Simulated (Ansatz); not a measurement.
Relaxation of a generated cell, HgTe placed in the AFLOW prototype AB_hP12_194_af_bf (as in MoC); 12 atoms in the cell, which starts as P6₃/mmc (No. 194), hP12; a = 4.718 Å, b = 4.718 Å, c = 22.900 Å, α = 90.00°, β = 90.00°, γ = 120.00°. These are r2SCAN (plane waves to 500 eV, PAW, scalar-relativistic; Ansatz, a program for electronic structure) values and carry that method's errors. Γ-centred k-mesh 5×5×1 on the run's cell (coarser than for final values), Fermi–Dirac smearing 0.05 eV. This is the first round of the run. 

The optimiser's lines from the output (shortened; P is positive under compression):

```
relax step   1: F+E_penalty+E_count = -124933.35977073 eV  Δ(F+E_penalty+E_count) = +0.000e0 eV  max|allowed force component| = 1.551e-1 eV/Å  Δτ_max = 0.0000 Å  P = -6.523 GPa  Ω = 441.460 Å³  (7 SCF iters, dr2 threshold 1.00e-7 eV, accepted)
relax step   2: F+E_penalty+E_count = -124935.48081570 eV  Δ(F+E_penalty+E_count) = -2.121e0 eV  max|allowed force component| = 1.992e-1 eV/Å  Δτ_max = 0.0390 Å  P = -4.178 GPa  Ω = 382.389 Å³  (7 SCF iters, dr2 threshold 1.20e-6 eV, accepted)
relax step   3: F+E_penalty+E_count = -124936.11246591 eV  Δ(F+E_penalty+E_count) = -6.317e-1 eV  max|allowed force component| = 7.799e-2 eV/Å  Δτ_max = 0.0647 Å  P = +1.280 GPa  Ω = 334.810 Å³  (7 SCF iters, dr2 threshold 1.20e-6 eV, accepted)
relax step   4: F+E_penalty+E_count = -124936.14838515 eV  Δ(F+E_penalty+E_count) = -3.592e-2 eV  max|allowed force component| = 3.644e-2 eV/Å  Δτ_max = 0.0256 Å  P = -0.302 GPa  Ω = 343.984 Å³  (7 SCF iters, dr2 threshold 1.20e-6 eV, accepted)
relax step   5: F+E_penalty+E_count = -124936.15211928 eV  Δ(F+E_penalty+E_count) = -3.734e-3 eV  max|allowed force component| = 2.903e-3 eV/Å  Δτ_max = 0.0076 Å  P = -0.021 GPa  Ω = 342.270 Å³  (6 SCF iters, dr2 threshold 5.39e-7 eV, accepted)
relax step   6: F+E_penalty+E_count = -124936.15216588 eV  Δ(F+E_penalty+E_count) = -4.660e-5 eV  max|allowed force component| = 5.395e-4 eV/Å  Δτ_max = 0.0006 Å  P = +0.003 GPa  Ω = 342.123 Å³  (7 SCF iters, dr2 threshold 1.47e-9 eV, accepted)
relax step   7: F+E_penalty+E_count = -124936.13994402 eV  Δ(F+E_penalty+E_count) = +1.222e-2 eV  max|allowed force component| = 6.355e-4 eV/Å  Δτ_max = 0.0000 Å  P = -0.020 GPa  Ω = 342.123 Å³  stress off target by 2.09e-2 GPa  SCF on the basis re-selected at this cell (its energy is not comparable with the rows above)  (7 SCF iters)
relax step   8: F+E_penalty+E_count = -124936.13999089 eV  Δ(F+E_penalty+E_count) = -4.687e-5 eV  max|allowed force component| = 1.074e-4 eV/Å  Δτ_max = 0.0002 Å  P = +0.002 GPa  Ω = 341.977 Å³  (6 SCF iters, dr2 threshold 1.09e-9 eV, accepted)
relax step   9: F+E_penalty+E_count = -124936.13997130 eV  Δ(F+E_penalty+E_count) = +1.959e-5 eV  max|allowed force component| = 1.051e-4 eV/Å  Δτ_max = 0.0000 Å  P = +0.002 GPa  Ω = 341.977 Å³  stress off target by 2.97e-3 GPa  SCF on the basis re-selected at this cell (its energy is not comparable with the rows above)  (4 SCF iters)
```

From the first to the last row the energy changes by -0.23 eV/atom and the volume by -22.5 %. The last row is marked as not comparable with the walk above it, whose basis was carried along; it does compare with step 1, since both stand on a basis selected at the nominal cutoff for their own cell.

Later rounds, restarted from the end of this one on a renewed k-mesh, logged 4 more steps. The final structure after all rounds: P6₃/mmc (No. 194), hP12, AFLOW prototype AB_hP12_194_af_bf (as in MoC); a = b = 4.2708 Å, c = 21.6737 Å, α = β = 90.00°, γ = 120.00°. Between re-selections the logged energies stand on a plane-wave basis carried along with the cell. No spin polarisation in the result.

The run could not lose the symmetry of its start: the end is stationary, and may be a saddle point rather than a minimum.

The relaxed structure here is a generated cell of HgTe: the first start was made by placing the elements on the sites of a structure type, and the end was not matched to a known phase here, so it may be hypothetical. Known forms of HgTe include space group No. 216.
